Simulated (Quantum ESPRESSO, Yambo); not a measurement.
SrCd2P2 (space group P-3m1, No. 164). The geometry is that of Materials Project entry mp-8277, symmetrised and not relaxed again. Chain: norm-conserving LDA (Quantum ESPRESSO, 102 Ry, scalar-relativistic); G0W0 in Yambo (3×3×2 Γ-centred k mesh, bands 9 to 230 and a 8 Ry block in the screening, 230 bands in G with the Bruneval-Gonze terminator, plasmon pole fitted at 27.2 eV); BSE (6×6×4 mesh, 6 valence and 10 conduction bands, static screening with 74 bands and a 3 Ry block, scissor 0.77 eV, Tamm-Dancoff).

The LDA gap (dense path) comes out as 0.54 eV. The LDA gap Γ → Γ on the GW mesh is 0.54 eV and the LDA smallest direct gap on the GW mesh, at Γ is 0.54 eV. The G0W0 direct gap at that point comes out as 1.31 eV and the G0W0 correction to the gap Γ → Γ comes out as 0.77 eV. The lowest exciton is no binding energy given (see below).

Rough cost of the Yambo steps against G0W0 for 4 states: BSE about 2×.

Nearest settings tried, and what they do to the gap: 180 bands in W, 180 bands in G: -2 meV; 6 Ry block (233 vectors against 325): -12 meV; 3×3×1 mesh: -84 meV. So the settings aren't converged at that level. The k mesh is coarse. The BSE states are vertical excitations (zero momentum). The lowest state covers only about 1 of the 144 k points, so the mesh doesn't resolve it: its energy and its distance from the direct gap are mesh artefacts. An extended exciton needs a far denser mesh. Axes are Cartesian, with cell vectors (Å) (4.36, 0.00, 0.00), (-2.18, 3.78, 0.00), (0.00, 0.00, 7.31).

Spin-orbit splittings are left out.

The structure is a Materials Project entry; no match was found in the copy of COD used, and its stability was not checked.
